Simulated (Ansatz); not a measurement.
## TaN (rock salt), scan of one atom of the cell

Relaxed TaN (rock salt):

```
TaN
1.0
    0.00000     4.41704     4.41704
    2.20852     0.00000     2.20852
    2.20852     2.20852     0.00000
N Ta
2 2
Direct
  0.00000   0.00000   0.00000
  0.50000   0.00000   0.00000
  0.25000   0.50000   0.50000
  0.75000   0.50000   0.50000
```

Scan: atom 3 (Ta, nearest neighbour N at 2.209 Å; its periodic images, 3.1 Å or more away, move with it) is displaced along Cartesian x, direction (1.000, 0.000, 0.000) in Cartesian axes, by s. The other atoms stay.

All values below come from PBE (plane waves to 420 eV, PAW, scalar-relativistic; Ansatz, a quantum-chemistry and plane-wave program). k mesh 15×15×15 (Γ-centred), Fermi-Dirac smearing 0.05 eV. Energies are smeared free energies. Compression counts positive. Left out: 2 of 11 points, with atoms too close for the PAW data. With partly filled bands, energies and forces of such displacements shift with the k mesh and the smearing. F∥ is the force on the atom along that direction. F⊥ is the part of the force across the line. Spin-orbit coupling is left out, though Ta is heavy. TaN is run without spin polarisation. TaN was relaxed with its symmetry unable to fall. This is a high-temperature form of TaN. The zero of ΔE is the undisplaced structure.

| s (Å) | ΔE (meV/cell) | F∥ (eV/Å) | |F⊥| (eV/Å) | P (GPa) |
|---|---|---|---|---|
| -0.352 | 637 | 4.860 | 0.247 | 12.7 |
| -0.264 | 308 | 2.802 | 0.199 | 6.8 |
| -0.176 | 123 | 1.506 | 0.150 | 2.9 |
| -0.088 | 29 | 0.676 | 0.104 | 0.7 |
| 0.000 | 0 | 0.000 | 0.000 | 0.0 |
| 0.088 | 29 | -0.676 | 0.104 | 0.7 |
| 0.176 | 123 | -1.506 | 0.150 | 2.9 |
| 0.264 | 308 | -2.802 | 0.199 | 6.8 |
| 0.352 | 637 | -4.860 | 0.247 | 12.7 |

Key numbers:

| Property | Result |
|---|---|
| Energy at s = 0.352 Å | 637 meV/cell |
| Force along the line at s = -0.352 Å | 4.86 eV/Å |
| Symmetry of the curve | even: the same for both signs |
| Shape of the curve | a single well with its minimum at or next to zero displacement |
| Force constant k = d²E/ds² at s = 0 (finite differences) | 7.39 eV/Å² |
| Harmonic estimate at the end of the scan | ½ks² = 458 meV/cell against the computed 637 meV/cell, so the well is stiffer than harmonic there |

(A displaced cell: forces are minus the slopes of the energy, force constants its curvatures, and phonons follow from these.)
